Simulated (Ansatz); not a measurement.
A geometry of Cu away from equilibrium: step 3 of the relaxation of a relaxed Cu cell displaced along its unstable phonon at q = Γ (63i cm⁻¹), largest move 0.15 Å. Calculation: r2SCAN (plane waves to 500 eV, PAW, scalar-relativistic; Ansatz, a program for electronic structure). Γ-centred k-mesh 15×15×4 on the run's cell (coarser than for final values), Fermi–Dirac smearing 0.05 eV. The plane waves were selected for a different cell earlier on the path.

```yaml
crystal:
  lattice:
    - [2.49199, 0.00000, 0.00000]
    - [-1.24600, 2.16163, 0.00000]
    - [0.00000, 0.00000, 8.71483]
  atoms:
    - { symbol: Cu, position: [0.43182, 0.86363, 0.11941] }
    - { symbol: Cu, position: [0.56818, 0.13637, 0.61941] }
    - { symbol: Cu, position: [0.76457, 0.52913, 0.88059] }
    - { symbol: Cu, position: [0.23543, 0.47087, 0.38059] }
```

### Question
Give the Cartesian forces on all atoms (eV/Å).

### Answer
| atom | Fx | Fy | Fz |
|---|---|---|---|
| Cu1 | 0.00 | 0.27 | 0.22 |
| Cu2 | 0.00 | -0.27 | 0.22 |
| Cu3 | 0.00 | 0.26 | -0.22 |
| Cu4 | 0.00 | -0.26 | -0.22 |

The path ends in P6₃/mmc (No. 194) (AFLOW prototype A_hP4_194_ac (A3', as in La)). No spin polarisation in the result.

The run could not lose the symmetry of its start, so the end can be a saddle point.

The end of the path is a generated cell of Cu: the first start was made by placing the elements on the sites of a structure type, and the end was not matched to a known phase here, so it may be hypothetical. Known forms of Cu include space group No. 225.
